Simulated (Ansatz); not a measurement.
OsO4:
```xyz
5
Lattice="-2.1422 2.1422 3.8806 2.1422 -2.1422 3.8806 2.1422 2.1422 -3.8806" Properties=species:S:1:pos:R:3 pbc="T T T"
Os     0.0000     0.0000     3.8806
O      0.9830    -0.9830     2.9091
O      0.9830     0.9830     4.8521
O     -0.9830     0.9830     2.9091
O      1.1592     1.1592     0.9715
```

LDA in the plane-wave PAW code Ansatz gives a gap of 3.11 eV without spin–orbit coupling, maximum at X, minimum at M.

**Question.** What happens when spin–orbit coupling is switched on?

**Answer.** The gap decreases by 0.02 eV, to 3.09 eV; maximum on the Γ–X line, 98 % of the way from Γ, minimum at M.

Space group I-42m. The workflow started from a Materials Project entry (that database holds measured and hypothetical structures alike); the Crystallography Open Database copy checked does not list it. COD files the formula under space group No. 5, so this cell is another polymorph or a model. Its standing as an ambient phase is unchecked. The LDA relaxation kept the symmetry of its start; whether a distortion lowers the energy is not shown. No spin polarisation was allowed. A crystal of weakly bound molecules computed without a dispersion correction: the cell and the soft elastic constants depend strongly on that.

Potentials: the later of the program's two PAW sets.
